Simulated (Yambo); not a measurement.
G0W0@LDA for LiNbF₆ (space group R-3, No. 148) in Yambo. Reference settings: 2×2×2 Γ-centred k mesh, bands 2 to 159 and a 7 Ry block in the screening, 159 bands in G with the Bruneval-Gonze terminator, plasmon pole fitted at 27.2 eV. The LDA gap Γ → L on this mesh is 5.29 eV; G0W0 gaps are taken between the same points.

With and without the terminator, as bands are cut:

| bands in G (in W) | gap, terminator (eV) | gap, none (eV) | valence shift, terminator (eV) | valence shift, none (eV) |
|---|---|---|---|---|
| 68 (159) | 9.569 | 9.828 | -1.914 | -1.438 |
| 106 (159) | 9.530 | 9.669 | -1.919 | -1.616 |
| 159 (159) | 9.507 | 9.568 | -1.920 | -1.733 |

Over this range the gap spans 0.062 eV with the terminator and 0.260 eV without, the valence shift 0.006 eV and 0.295 eV. Neither column has reached its limit for certain.

Spin-orbit coupling is not included.

Geometry of the Materials Project entry, not relaxed at this level; primitive cell a = b = c = 5.4301 Å, α = β = γ = 56.19°.

The structure is a Materials Project entry; no match was found in the copy of COD used, and its stability was not checked.

A shift is the quasiparticle energy of the state minus its LDA energy.
